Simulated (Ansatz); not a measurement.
The relaxed structure here is a generated cell of Si: the first start was made by placing the elements on the sites of a structure type, and the end was not matched to a known phase here, so it may be hypothetical. Known forms of Si include space group No. 227.

A relaxed cell of Si (P6₃/mmc (No. 194)), relaxed on a k-mesh at least as fine as the one used below. Method: r2SCAN (plane waves to 500 eV, PAW, scalar-relativistic; Ansatz, a program for electronic structure). Γ-centred k-mesh 4×2×6 on the run's cell (coarser than for final values), Fermi–Dirac smearing 0.05 eV.

```
CELL_PARAMETERS angstrom
      6.88414     0.00000     0.00000
     -6.88414    11.92368     0.00000
      0.00000     0.00000     3.89761
ATOMIC_POSITIONS crystal
  Si 0.44724 0.44724 0.25000
  Si 0.44724 0.94724 0.25000
  Si 0.55276 0.22362 0.75000
  Si 0.55276 0.72362 0.75000
  Si 0.10552 0.27638 0.25000
  Si 0.10552 0.77638 0.25000
  Si 0.55276 0.05276 0.75000
  Si 0.55276 0.55276 0.75000
  Si 0.44724 0.27638 0.25000
  Si 0.44724 0.77638 0.25000
  Si 0.89448 0.22362 0.75000
  Si 0.89448 0.72362 0.75000
```

The atoms are displaced by (Å):

```tsv
atom	ux	uy	uz
Si1	-0.092	0.133	-0.022
Si2	0.076	0.001	-0.059
Si3	0.011	-0.002	0.093
Si4	-0.119	-0.105	0.085
Si5	-0.019	0.063	0.017
Si6	-0.112	0.011	-0.112
Si7	-0.136	-0.068	0.145
Si8	0.079	0.003	0.057
Si9	-0.136	0.023	-0.043
Si10	-0.122	-0.072	-0.037
Si11	-0.057	-0.047	-0.038
Si12	0.111	0.095	0.174
```

Question: What forces (eV/Å) and pressure result?

Answer: 
```csv
atom,Fx,Fy,Fz
Si1,0.25,-1.57,1.37
Si2,-0.27,-1.30,3.06
Si3,-1.19,0.39,-1.33
Si4,1.13,0.10,-1.41
Si5,-1.39,-0.29,-0.75
Si6,3.07,2.16,6.91
Si7,0.20,1.27,-3.29
Si8,0.04,1.52,-1.21
Si9,1.54,0.02,1.37
Si10,0.37,-0.07,1.39
Si11,0.67,0.18,0.87
Si12,-4.42,-2.43,-7.00
```

Pressure +1.8 GPa.

Question: Estimate the energy cost of the displacement in the harmonic approximation and compare with the calculation.

Answer: For a harmonic well ΔE = −½ Σ F·u = 2.500 eV a cell, or 208 meV/atom. The calculated energy relative to the undisplaced cell is +0.19 eV/atom, so the harmonic estimate holds well.

No spin polarisation in the result.

The run that gave the undisplaced cell could not lose the symmetry of its start: the end is stationary, and may be a saddle point rather than a minimum.
